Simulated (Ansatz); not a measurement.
An Ansatz (an electronic-structure program) run. Input:

Ansatz 0.2 input:
```yaml
crystal:
  lattice:
    - [3.8230700498, 0.0, 0.0]
    - [0.0, 11.9060287409, 0.0]
    - [0.0, 0.0, 3.8192411991]
  atoms:
    - { symbol: Bi, position: [0.4725682311, 0.8577119479, 0.5] }
    - { symbol: Bi, position: [0.5274317689, 0.1422880521, 0.5] }
    - { symbol: Bi, position: [0.9725682311, 0.6422880521, 0.0] }
    - { symbol: Bi, position: [0.0274317689, 0.3577119479, 0.0] }
    - { symbol: S, position: [0.0, 0.0, 0.0] }
    - { symbol: S, position: [0.5, 0.5, 0.5] }
    - { symbol: O, position: [0.4799919635, 0.7499029808, 0.0] }
    - { symbol: O, position: [0.5200080365, 0.2500970192, 0.0] }
    - { symbol: O, position: [0.9799919635, 0.7500970192, 0.5] }
    - { symbol: O, position: [0.0200080365, 0.2499029808, 0.5] }
kpoints:
  mp_grid: { grid: [6, 2, 6] }
  band_path:
    path:
      - [[0.0, 0.0, 0.0], [0.5, 0.0, 0.0], [0.5, 0.5, 0.0], [0.0, 0.5, 0.0], [0.0, 0.0, 0.0], [0.0, 0.0, 0.5], [0.5, 0.0, 0.5], [0.5, 0.5, 0.5], [0.0, 0.5, 0.5], [0.0, 0.0, 0.5]]  # Γ-X-S-Y-Γ-Z-U-R-T-Z
      - [[0.5, 0.0, 0.0], [0.5, 0.0, 0.5]]  # X-U
      - [[0.0, 0.5, 0.0], [0.0, 0.5, 0.5]]  # Y-T
      - [[0.5, 0.5, 0.0], [0.5, 0.5, 0.5]]  # S-R
      - [VBM, CBM]
    npoints: 6
basis: { xc_grid: 2 }
hamiltonian:
  xc: pbesol
  pseudopotentials: { kind: paw }
magnetization: { noncollinear: true, spin_orbit: true }
scf:
  n_extra_bands: 20
  convergence: { dr2_threshold: 0.0000000001 }
  occupations: { method: gaussian, width: 0.01 }
checkpoint: { write: soc.run }
output: { eigenvalues: true }
```

Output (shortened):

```
Pseudopotential: Bi, paw_fr, valence charge 15
Pseudopotential: S, paw_fr, valence charge 6
Pseudopotential: O, paw_fr, valence charge 6
Functional definition: PBEsol
non-collinear run that drives no moment, with spin-orbit …
Crystal: 10 atoms, lattice volume = 173.843 Å³
Basis set: ecut = 420 eV, 3399 PW (Γ), exchange–correlation on 54×160×54 points (8 copies of the dense FFT grid, shifted against one another)
Bands: 116, of which v1, the nominal top of the filled ones, is band 96 counted from 1 (95 counted from 0)
Symmetry: 8 space group operations + 8 with time reversal
k-points: 32 of 72
Projection manifold: j_resolved (fully-relativistic pseudo-atomic orbitals)
SCF iter   1: F=—  HF=-53147.259776 eV  |F-HF|=—  |Δ(HF+E_count)|=         —  Δρ=7.20e-2  dr2=2.17e1  dr2_m=0.00e0 (ungated)  ethr=3.10e-3  |M|=0.00e0 ∫|m|=0.00e0 μB  |m|>n=0.0e0 m-floor=0.0e0 τ_xc=0.0e0  β_m=0.30  ⟨swp⟩=6.0  Hψ=7976  notcnv=0  defer=94
preconditioner: auto → Resta (q_TF=auto, 2.471 Å⁻¹)
spin=Noncollinear: Resta preconditioning applied to the charge; magnetization (m_x, m_y, m_z) channels mix plain (no charge-response kernel on spin).
SCF iter   2: F=—  HF=-53143.859911 eV  |F-HF|=—  |Δ(HF+E_count)|=    3.40e0  Δρ=3.09e-2  dr2=3.61e0  dr2_m=0.00e0 (ungated)  ethr=3.10e-3  |M|=0.00e0 ∫|m|=0.00e0 μB  |m|>n=0.0e0 m-floor=0.0e0 τ_xc=0.0e0  β_m=0.36  ⟨swp⟩=4.0  Hψ=3892  notcnv=0  defer=432
SCF iter   3: F=—  HF=-53143.160198 eV  |F-HF|=—  |Δ(HF+E_count)|=   7.00e-1  Δρ=1.61e-2  dr2=6.41e-1  dr2_m=0.00e0 (ungated)  ethr=3.10e-3  |M|=0.00e0 ∫|m|=0.00e0 μB  |m|>n=0.0e0 m-floor=0.0e0 τ_xc=0.0e0  β_m=0.46  ⟨swp⟩=2.6  Hψ=3036  notcnv=0  defer=432
SCF iter   4: F=—  HF=-53143.069755 eV  |F-HF|=—  |Δ(HF+E_count)|=   9.04e-2  Δρ=6.98e-3  dr2=6.31e-2  dr2_m=0.00e0 (ungated)  ethr=6.68e-4  |M|=0.00e0 ∫|m|=0.00e0 μB  |m|>n=0.0e0 m-floor=0.0e0 τ_xc=0.0e0  β_m=0.67  ⟨swp⟩=3.3  Hψ=3341  notcnv=0  defer=432
SCF iter   5: F=—  HF=-53143.071843 eV  |F-HF|=—  |Δ(HF+E_count)|=   2.09e-3  Δρ=1.03e-3  dr2=2.50e-3  dr2_m=0.00e0 (ungated)  ethr=6.58e-5  |M|=0.00e0 ∫|m|=0.00e0 μB  |m|>n=0.0e0 m-floor=0.0e0 τ_xc=0.0e0  β_m=0.80  ⟨swp⟩=2.3  Hψ=3083  notcnv=0  defer=432
SCF iter   6: F=—  HF=-53143.072355 eV  |F-HF|=—  |Δ(HF+E_count)|=   5.12e-4  Δρ=3.23e-4  dr2=2.37e-4  dr2_m=0.00e0 (ungated)  ethr=2.60e-6  |M|=0.00e0 ∫|m|=0.00e0 μB  |m|>n=0.0e0 m-floor=0.0e0 τ_xc=0.0e0  β_m=0.90  ⟨swp⟩=2.2  Hψ=2535  notcnv=0  defer=432
SCF iter   7: F=—  HF=-53143.072371 eV  |F-HF|=—  |Δ(HF+E_count)|=   1.60e-5  Δρ=6.79e-5  dr2=1.43e-5  dr2_m=0.00e0 (ungated)  ethr=2.47e-7  |M|=0.00e0 ∫|m|=0.00e0 μB  |m|>n=0.0e0 m-floor=0.0e0 τ_xc=0.0e0  β_m=0.92  ⟨swp⟩=2.5  Hψ=2764  notcnv=0  defer=432
SCF iter   8: F=—  HF=-53143.072342 eV  |F-HF|=—  |Δ(HF+E_count)|=   2.94e-5  Δρ=1.45e-5  dr2=4.72e-7  dr2_m=0.00e0 (ungated)  ethr=1.49e-8  |M|=0.00e0 ∫|m|=0.00e0 μB  |m|>n=0.0e0 m-floor=0.0e0 τ_xc=0.0e0  β_m=0.96  ⟨swp⟩=3.0  Hψ=3152  notcnv=0  defer=432
SCF iter  13: F=-53143.072076 eV  HF=-53143.072076 eV  |F-HF|=2.18e-11  |Δ(HF+E_count)|=  5.82e-11  Δρ=1.12e-7  dr2=2.71e-11  dr2_m=0.00e0 (ungated)  ethr=1.00e-12  |M|=0.00e0 ∫|m|=0.00e0 μB  |m|>n=0.0e0 m-floor=0.0e0 τ_xc=0.0e0  ⟨swp⟩=10.6  Hψ=6953  notcnv=0
SCF 1 converged in 13 iterations: F = -53143.072076 eV  dr2 = 2.71e-11
NSCF: frozen V_eff on 64 k-points
NSCF: frozen V_eff on 64 k-points
NSCF: frozen V_eff on 64 k-points
NSCF: frozen V_eff on 64 k-points
NSCF: frozen V_eff on 28 k-points
NSCF: frozen V_eff on 25 k-points
NSCF: frozen V_eff on 21 k-points
NSCF: frozen V_eff on 21 k-points
NSCF: frozen V_eff on 21 k-points
NSCF: frozen V_eff on 14 k-points
NSCF: frozen V_eff on 83 k-points
SCF converged after 13 iterations
Magnetization: |M| = 0.0000 μB,  M = (+0.0000, +0.0000, +0.0000) μB
Absolute magnetization: 0.0000 μB (∫|m|)
  site 0: m = (+0.0000, +0.0000, +0.0000) μB, |m| = 0.0000 μB  (R = 0.94 Å)
  site 1: m = (+0.0000, +0.0000, +0.0000) μB, |m| = 0.0000 μB  (R = 0.94 Å)
  site 2: m = (+0.0000, +0.0000, +0.0000) μB, |m| = 0.0000 μB  (R = 0.94 Å)
  site 3: m = (+0.0000, +0.0000, +0.0000) μB, |m| = 0.0000 μB  (R = 0.94 Å)
  site 4: m = (+0.0000, +0.0000, +0.0000) μB, |m| = 0.0000 μB  (R = 1.29 Å)
  site 5: m = (+0.0000, +0.0000, +0.0000) μB, |m| = 0.0000 μB  (R = 1.29 Å)
  site 6: m = (+0.0000, +0.0000, +0.0000) μB, |m| = 0.0000 μB  (R = 0.94 Å)
  site 7: m = (+0.0000, +0.0000, +0.0000) μB, |m| = 0.0000 μB  (R = 0.94 Å)
  site 8: m = (+0.0000, +0.0000, +0.0000) μB, |m| = 0.0000 μB  (R = 0.94 Å)
  site 9: m = (+0.0000, +0.0000, +0.0000) μB, |m| = 0.0000 μB  (R = 0.94 Å)
Free energy (F): -53143.072076 eV
Harris-Foulkes:  -53143.072076 eV  (|F-HF|=2.18e-11)
Internal energy: -53143.072076 eV  (E = F + TS)
E sigma→0 (E₀):  -53143.072076 eV
Fermi energy:    10.627835 eV
--- Per-component energies (eV) ---
  E_band       = -261.700166
  E_kinetic    = 2121.454483
  E_local      = -7580.440567  (includes V_loc(G=0)·N_el)
  E_nonlocal   = 2517.908216
  E_hartree    = 2558.290593
  E_xc         = -1090.376815
  E_vxc        = -1131.072156  (∫ρ·V_xc dr)
  E_paw        = -43981.216045  (= ΣΔE_a)
  E_vpaw       = -1306.139426  (= ΣTr[D̂ρ^β])
  E_aug_tail   = 0.008366  (compensation charges beyond the density's cutoff)
  E_ewald      = -7689.374254
  E_core_change = 0.673946  (= ΣΔE_core)
  E_smearing   =  0.000000  (= −TS)
  E_closure    = 0.000000  (closes the sum)
  Σ components = -53143.072076   (vs F -53143.072076, Δ=0.00e0)
  [band-id]    e_kinetic+e_local+e_nonlocal+2·e_hartree+e_vxc+e_vpaw+e_augmentation_tail = -261.699898   (vs E_band -261.700166, Δ=2.68e-4)
--- Band table (eV; the first three rows and the last of 32) ---
  k-point 0: bands = ["-13.6851", "-13.6851", "-13.6834", "-13.6834", "-13.6573", "-13.6573", "-13.6413", "-13.6413", "-13.6413", "-13.6413", "-13.6390", "-13.6390", "-13.6323", "-13.6323", "-13.6148", "-13.6148", "-10.8688", "-10.8688", "-10.8665", …
  k-point 1: bands = ["-13.6874", "-13.6874", "-13.6829", "-13.6829", "-13.6536", "-13.6536", "-13.6420", "-13.6420", "-13.6408", "-13.6408", "-13.6353", "-13.6353", "-13.6332", "-13.6332", "-13.6207", "-13.6207", "-10.8764", "-10.8764", "-10.8711", …
  k-point 2: bands = ["-13.6835", "-13.6835", "-13.6757", "-13.6757", "-13.6534", "-13.6534", "-13.6476", "-13.6476", "-13.6392", "-13.6392", "-13.6368", "-13.6368", "-13.6340", "-13.6340", "-13.6311", "-13.6311", "-10.8732", "-10.8732", "-10.8652", …
  k-point 31: bands = ["-13.6954", "-13.6954", "-13.6954", "-13.6954", "-13.6830", "-13.6830", "-13.6830", "-13.6830", "-13.6144", "-13.6144", "-13.6144", "-13.6144", "-13.6085", "-13.6085", "-13.6085", "-13.6085", "-10.9053", "-10.9053", "-10.9053", …
```

Cost: very roughly 29 core-minutes on shared cores.

Space group Pnnm. The workflow started from a Materials Project entry (that database holds measured and hypothetical structures alike); the Crystallography Open Database copy checked does not list it. Whether it is the stable phase at ambient conditions was not checked. The cell was relaxed with PBEsol under the symmetry of its start; whether a distortion lowers the energy is not shown.

Potentials: the later of the program's two PAW sets.

Ansatz is a plane-wave DFT program.
